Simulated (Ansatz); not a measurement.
Relaxing one composition in several structure types shows which are competitive, which pressure would favour, and how volume and gap change with structure.

TiSi, WC type, P-6m2 serves as the reference. The reference is the lowest phase computed, which need not be the stable form in nature.

Methods, by column (Ansatz, a plane-wave PAW program): energy: PBE, total energy at 0 K with the change to a 700 eV cutoff added (comparable within one formula alone); volume per atom: PBE, relaxed cell; gap: PBE; bulk modulus: PBE, equation-of-state fit.

Started from generated or typed cells, with no claim that the phase is known: TiSi, CoSn type, P6/mmm; TiSi, rock salt; TiSi, NiAs type; TiSi, WC type, P-6m2; TiSi, CsCl type; TiSi, NbAs type, I4₁md. Dynamically unstable, with imaginary phonons beyond 50i cm⁻¹ at the level named: TiSi, CsCl type (LDA). No gap (0.00) means none at this level, which can close a small real gap. Spin–orbit coupling is left out unless named.

Working rules: ΔE = E − E_ref; ΔV = V − V_ref; temperature scale ΔE/k_B = 11.605 K/meV × ΔE.

```
crystal                          E (eV/atom)  V (Å³/atom)  gap (eV)  B₀ (GPa)  ΔE (meV/atom)  ΔV (Å³/atom)  ΔE/k_B (K)
-------------------------------  -----------  -----------  --------  --------  -------------  ------------  ----------
TiSi, CoSn type, P6/mmm            −1567.932        18.18      0.00       110            290          3.16        3400
TiSi, rock salt                    −1568.181        16.52      0.00       114           41.0          1.50         480
TiSi, NiAs type                    −1568.118        17.04      0.00         –           67.6          2.02         780
TiSi, WC type, P-6m2, reference    −1568.222        15.02      0.00       129            0.0          0.00           0
TiSi, CsCl type                    −1568.012        15.09      0.00       126            210          0.07        2400
TiSi, NbAs type, I4₁md             −1568.044        15.62      0.00       109          178.0          0.60        2100
```

Q: In one row the value of «ΔE (meV/atom)» was worked out wrongly and carried along the row. Which row, and what follows once it is corrected?

A: The row of TiSi, NiAs type shows 67.6. From its own inputs, ΔE = 1000 × (−1568.118 − (−1568.222)) = 104.0 meV/atom. Carried on: ΔE/k_B: 11.605 × 104.0 = 1200 K. The other rows agree with the rules.

With the correction: Ranking by ΔE, lowest first: TiSi, WC type, P-6m2 (0.0 ± 5.0), TiSi, rock salt (41.0 ± 5.0), TiSi, NiAs type (104.0 ± 5.0), TiSi, NbAs type, I4₁md (178.0 ± 5.0), TiSi, CsCl type (210 ± 5.0), TiSi, CoSn type, P6/mmm (290 ± 5.0). The ± follows from allowances picked for this note (energy 0.004 eV/atom, 3 meV/atom on the figure itself), carried to first order and added in quadrature, each row's own inputs moving alone; ≈ joins neighbours closer than their two ± added in quadrature.

Vibrational free energy is left out, and phases that were not computed could lie lower. Rows are a sample of the computed phases of this formula. Limits of the draw: a spread of over 30 meV/atom, none over 0.9 eV/atom above the reference, within 8 meV/atom of the lowest or within 3 meV/atom of a neighbour. As a rule kept out of such tables: 4f compounds, open-shell compounds run without a Hubbard term, cells close to a higher symmetry, and runs set to a pressure or over 12 % in volume from the crystal's fullest run. A dash marks a value that is not given here.
